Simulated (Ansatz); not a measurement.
LuCoB₄, one structure, two calculations

Cell: a Materials Project structure (computed, not necessarily an observed phase), atoms as given.

```cif
data_LuCoB4
_symmetry_space_group_name_H-M 'Pbam'
_symmetry_Int_Tables_number 55
_cell_length_a 5.8201
_cell_length_b 11.2696
_cell_length_c 3.3004
_cell_angle_alpha 90.000
_cell_angle_beta 90.000
_cell_angle_gamma 90.000
loop_
_atom_site_label
_atom_site_type_symbol
_atom_site_symmetry_multiplicity
_atom_site_Wyckoff_symbol
_atom_site_fract_x
_atom_site_fract_y
_atom_site_fract_z
Lu Lu 4 h 0.3714 0.6499 0.5000
Co Co 4 h 0.3641 0.9101 0.5000
B9 B 4 g 0.1119 0.5467 0.0000
B13 B 4 g 0.1376 0.9680 0.0000
B17 B 4 g 0.0222 0.6918 0.0000
B21 B 4 g 0.2150 0.8149 0.0000
```

One atom of each set is listed.

First run. All values are calculated (Ansatz; DFT, PBE, plane waves and PAW, scalar-relativistic, collinear spin, 420 eV cutoff, Γ-centred 5×3×9 k-points, Fermi–Dirac smearing 0.05 eV), not measured. Start moments as typed (μB): 2 on each Co, none on the rest.

```
site  V_zz (10²¹ V/m²)     η
  Lu             -2.88  0.33
  Co              3.93  0.40
  B9              1.10  0.34
 B13              0.87  0.51
 B17              0.79  0.46
 B21              0.61  0.44
```

Second run. The same atoms and settings, except that the functional is r2SCAN, the cutoff is 500 eV and the mesh is 6×3×10.

**Question.** Given the first result, estimate the second.

**Answer.** 

```
site   V_zz     η  change of V_zz
  Lu  -3.12  0.18           -0.24
  Co   4.71  0.47           +0.78
  B9   1.11  0.35           +0.01
 B13   0.85  0.49           -0.02
 B17   0.78  0.46           -0.01
 B21   0.60  0.42           -0.01
```

The largest change of V_zz is on Co, from 3.93 to 4.71. In per cent, |V_zz| changes by +8 on Lu, +20 on Co (all sites that start above 2).

Without spin–orbit coupling the gradients at and beside Lu can be off by some per cent, at some sites by more. With these PAW files V_zz is typically within 2 to 3 % of all-electron values, but misses above 10 % occur on Co. The start moments die out, and the run ends without spin.
For the second run: The program didn't check the stability of this electronic state in full, so a lower one may lie near.
